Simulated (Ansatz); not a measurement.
Total density of states per atom from plane-wave PAW r²SCAN (Ansatz code), in 0.25 eV bins, energy from the Fermi level:

```
E (eV) | states/eV/atom
    -7.85 | ## 0.10
    -7.60 | ###### 0.28
    -7.35 | ######## 0.40
    -7.10 | ############ 0.60
    -6.85 | ############ 0.63
    -6.60 | ########## 0.51
    -6.35 | ########## 0.51
    -6.10 | ############# 0.66
    -5.85 | ####### 0.38
    -5.60 | ############### 0.74
    -5.35 | ########### 0.54
    -5.10 | ############## 0.72
    -4.85 | ######## 0.40
    -4.60 | ############ 0.60
    -4.35 | ######## 0.38
    -4.10 | ##### 0.28
    -3.85 | ## 0.11
    -3.60 | ## 0.09
    -3.35 | # 0.07
    -3.10 |  0.01
    -2.85 | # 0.06
    -2.60 | ## 0.11
    -2.35 | ##### 0.24
    -2.10 | ########## 0.50
    -1.85 | ########## 0.49
    -1.60 | ####################### 1.15
    -1.35 | ####################### 1.15
    -1.10 | ##################### 1.05
    -0.85 | ################# 0.88
    -0.60 | ################ 0.83
    -0.35 | ################ 0.79
    -0.10 | ################ 0.82
     0.15 | ########### 0.56
     0.40 | ########## 0.50
     0.65 | ############## 0.71
     0.90 | ################# 0.86
     1.15 | ####################### 1.17
     1.40 | ####################### 1.17
     1.65 | ############################## 1.51
```

### Question
Which of these materials gives this?
A) Ti2Se, Pnnm (Pearson symbol oP36)
B) TiSe, Pnma (Ti on 4c, Se on 4c)
C) Cd2SeS, P3m1 (Cd on 1a, Cd on 1b, Se on 1b, S on 1a)
D) PbSe, CsCl type

### Answer
A, Ti2Se, Pnnm (Pearson symbol oP36). Within 0.5 eV of the Fermi level: Ti 3d 92 %. Projections are on Löwdin-orthogonalised atomic valence shells; empty p or d shells of many metals are not among them.

The first step of the workflow began from a Materials Project structure, measured or hypothetical; the Crystallography Open Database files this formula in space group No. 58, but the cells were not matched. Whether it is the stable phase at ambient conditions was not checked. Symmetry was held in the r²SCAN relaxation; its stability against distortions is not shown here. No spin polarisation was allowed. Spin–orbit coupling is left out wherever it is not named.

Potentials: the later of the program's two PAW sets.
